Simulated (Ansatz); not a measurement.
MgS (rock salt, Fm-3m), PBE in the plane-wave PAW code Ansatz. The conduction-band minimum lies at X, with 3 equivalent valleys. Second derivatives d²E/dk² of the lowest band at one valley (eV·Å²), along Cartesian directions:

```csv
direction,d²E/dk²
[100],14.53
[010],26.03
[001],26.03
[110],20.28
[101],20.28
[011],26.01
```

**Question.** Find the principal effective masses, the density-of-states mass and the conductivity mass.

**Answer.** Off-diagonal terms follow from H_xy = H[110] − (H_xx + H_yy)/2, and m*/mₑ = 7.620 eV·Å² over each eigenvalue: 0.29, 0.29, 0.52. One valley's DOS mass (m₁m₂m₃)^(1/3) = 0.36, conductivity mass 3/(Σ 1/mᵢ) = 0.34 mₑ.

**Question.** What effective density of states Nc follows at 300 K for parabolic valleys?

**Answer.** Nc = 2.509e19 × 3 × (0.36)^(3/2) ≈ 1.6e19 cm⁻³.

The cell was relaxed with PBE under the symmetry of its start.

Potentials: the earlier of the program's two PAW sets.

Edges and masses are those of Kohn–Sham bands, whose gap is no quasiparticle gap.
